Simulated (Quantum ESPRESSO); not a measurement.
## AuRh5NbHf (a guest atom moved from site to site)

Computed values, not a measurement. The program is pw.x of Quantum ESPRESSO 7.5 (plane-wave density functional theory). The cell is made up: eight metal atoms on a face-centred cubic lattice, with elements, volume, strain and displacements drawn at random and not relaxed, so it may be unstable or far from any real phase. PseudoDojo standard norm-conserving files set the functional (PBE unless stated); there is no spin polarisation or spin-orbit coupling, the Fermi-Dirac width of 0.25 eV means electrons at about 2900 K, and the masses in the input are unused placeholders. Heavy elements are run without spin-orbit coupling, which real alloys of them have. A spin test at this wide smearing found no moment, but such smearing suppresses magnetism that the real alloy may have.

The runs move one Au atom among sites that otherwise hold Rh. Cell, positions, cutoff, mesh and smearing stay as in the input of run 1; sites are counted in its order. Stress in the tables is positive in tension.

Input of run 1:

```
&control calculation='scf', pseudo_dir='./dojo.nc.sr.pbe.v0_5.standard.upf', outdir='./o', disk_io='minimal', tprnfor=.true., tstress=.true. /
&system ibrav=0, nat=8, ntyp=4, nbnd=82, ecutwfc=87.97787729, nosym=.true., tot_charge=0,
 occupations='smearing', smearing='fd', degauss=0.0183746611
/
&electrons conv_thr=1.470e-08, electron_maxstep=70, mixing_beta=0.5 /
ATOMIC_SPECIES
Au 1.0 Au.upf
Hf 1.0 Hf.upf
Nb 1.0 Nb.upf
Rh 1.0 Rh.upf
CELL_PARAMETERS angstrom
1.9548 3.9097 1.9548
1.9548 -3.9097 1.9548
3.9097 0.0 -3.9097
ATOMIC_POSITIONS angstrom
Au 0.0501 0.0356 -0.0233
Rh 1.925 -0.0931 -1.954
Rh 2.0743 -1.8892 0.049
Nb 3.8884 -1.8485 -2.0642
Rh 1.8576 1.9469 0.1116
Rh 3.838 1.946 -1.9713
Rh 1.875 0.0262 1.9301
Hf 3.9222 -0.0334 -0.0866
K_POINTS automatic
5 5 4 1 1 1
```

```
run  elements on sites 1 to 8  free energy less that of run 1 (eV)  -TS (eV)  pressure (GPa)  stress xx (GPa)  stress yy (GPa)  stress zz (GPa)  stress yz (GPa)  stress xz (GPa)  stress xy (GPa)  iterations
  1   Au Rh Rh Nb Rh Rh Rh Hf                                0.000    -1.547           15.56           -12.43           -18.95           -15.31            -0.59             0.80            -1.65          18
  2   Rh Au Rh Nb Rh Rh Rh Hf                                0.066    -1.601           15.58           -14.74           -16.60           -15.40            -1.20            -0.77            -0.02          17
  3   Rh Rh Rh Nb Rh Au Rh Hf                                0.038    -1.590           15.61           -14.03           -17.08           -15.72            -0.41            -0.72            -0.67          19
  4   Rh Rh Rh Nb Rh Rh Au Hf                                0.157    -1.570           15.95           -13.96           -18.21           -15.67            -2.39             2.66            -2.90          17
```

Forces Fx Fy Fz (eV/Å):

```
site              run 1              run 2              run 3              run 4
   1  -1.27 -0.07 -0.55   -1.09 -0.18 0.16  -0.52 -0.32 -0.47  -0.96 -0.29 -0.32
   2    0.02 0.94 -0.38   -0.60 1.47 -0.48    -0.41 0.92 0.15   -0.21 0.95 -0.06
   3  -0.25 -1.00 -1.15  -0.47 -0.98 -0.80  -0.40 -0.97 -1.00  -0.26 -1.07 -1.19
   4   0.61 -1.72 -0.42   1.66 -1.85 -1.29   1.05 -1.28 -1.06   0.21 -1.44 -0.75
   5    1.33 0.44 -0.94    0.53 0.26 -0.41    1.10 0.32 -0.85    1.20 0.45 -1.04
   6    -0.10 0.02 0.06   0.35 -0.13 -0.48  -0.11 -0.07 -0.15   -0.14 -0.03 0.03
   7     0.64 0.23 0.95     0.46 0.25 0.83     0.71 0.20 0.68     1.59 0.34 0.40
   8    -0.97 1.15 2.43    -0.83 1.16 2.46    -1.42 1.20 2.71    -1.43 1.08 2.93
```

The sites are displaced and not relaxed, so the energy differences mix bonding between neighbours with strain and are not ordering energies. A rerun of one cell of this series at a higher cutoff and on a denser mesh moved values by no more than 0.008 eV in energy, 0.14 GPa in stress and 0.015 eV/Å in force, and a second program with other atomic files agreed on that cell to 2 % rms in force and 0.5 GPa in pressure.